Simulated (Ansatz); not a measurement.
Relaxed-ion elastic tensor of Na$_{4}$IrO$_{4}$ in space group I4/m (No. 87; Na on 8h, Ir on 2a, O on 8h) in GPa (Voigt order), PBEsol (plane waves, PAW; program Ansatz); density 4.84 g/cm³, 13.28 Å³ per atom.

|  | 1 | 2 | 3 | 4 | 5 | 6 |
|---|---|---|---|---|---|---|
| 1 | 82.1 | 19.0 | 33.0 | 0.0 | 0.0 | 9.6 |
| 2 | 19.0 | 82.1 | 33.0 | 0.0 | 0.0 | -9.6 |
| 3 | 33.0 | 33.0 | 102 | 0.0 | 0.0 | 0.0 |
| 4 | 0.0 | 0.0 | 0.0 | 17.7 | 0.0 | 0.0 |
| 5 | 0.0 | 0.0 | 0.0 | 0.0 | 17.7 | 0.0 |
| 6 | 9.6 | -9.6 | 0.0 | 0.0 | 0.0 | 40.0 |

Question: Is the crystal mechanically stable?

Answer: Yes: the smallest eigenvalue of C is 17.7 GPa.

Question: Work out the Voigt, Reuss and Hill averages.

Answer: K_V = 48.4, K_R = 47.0, K_H = 47.7; G_V = 27.2, G_R = 23.8, G_H = 25.5 GPa.

Question: Give Young's modulus, Poisson's ratio, Pugh's ratio and the universal anisotropy index.

Answer: E = 9KG/(3K + G) = 64.9 GPa; ν = 0.27; K/G = 1.87 (ductile by the Pugh limit of 1.75); A_U = 5G_V/G_R + K_V/K_R − 6 = 0.73.

Question: Estimate the sound speeds and the Debye temperature.

Answer: v_l = √((K + 4G/3)/ρ) = 4110 m/s, v_t = √(G/ρ) = 2300 m/s, mean 2560 m/s; Θ = (h/k)(3n/4πV)^(1/3) v_m = 321 K.

The first step of the workflow began from a Materials Project structure, measured or hypothetical; the Crystallography Open Database copy checked does not list it. Whether it is the stable phase at ambient conditions was not checked. Symmetry was held in the PBEsol relaxation, as lowered by the spin order; whether a distortion lowers the energy is not shown. The final state is antiferromagnetic, chosen from 5 collinear starts compared on coarse meshes (ties went to the first, and starts can fall back to one state), not a proven ground state. No Hubbard U is applied. Spin–orbit coupling is left out wherever it is not named.

Potentials: the later of the program's two PAW sets.
